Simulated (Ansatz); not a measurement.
Single point on BO

Cell: generated BO built from a simple cubic array of dimers (box 2.5 bond lengths wide) and then distorted.

Computed with Ansatz 0.2 development build, DFT, PBE, all-electron full-potential LAPW, scalar-relativistic, point nucleus. k-points 3×3×3 Γ-centred, Fermi–Dirac smearing of 0.15 eV. The mesh is coarse, so the numbers hold for this sampling and aren't converged over the zone. For a metal, stress, forces and moments on so few k-points can be far from the converged ones. Spin-restricted. The cell's electron count is odd, so a run with spin could end lower. Atoms are numbered as listed.

```xyz
2
Lattice="3.4446 -0.0629 -0.1872 -0.0629 3.4507 -0.2003 -0.1872 -0.2003 3.2352" Properties=species:S:1:pos:R:3 pbc="T T T"
O     3.1920    2.4375    1.0190
B     3.9085    3.2053    1.7509
```

Task: Give the forces on the atoms and the pressure.

Result: 
```csv
atom,Fx (eV/Å),Fy (eV/Å),Fz (eV/Å)
O1,1.800,1.905,1.785
B2,-1.800,-1.905,-1.785
```

Stress (GPa; xx, yy, zz, yz, xz, xy; compression positive): -7.21, -8.16, -7.77, -4.49, -4.27, -4.94.

- All-electron E − TS, for this scheme: -2721.595 eV
- Pressure: -7.71 GPa
- Largest force: 3.171 eV/Å
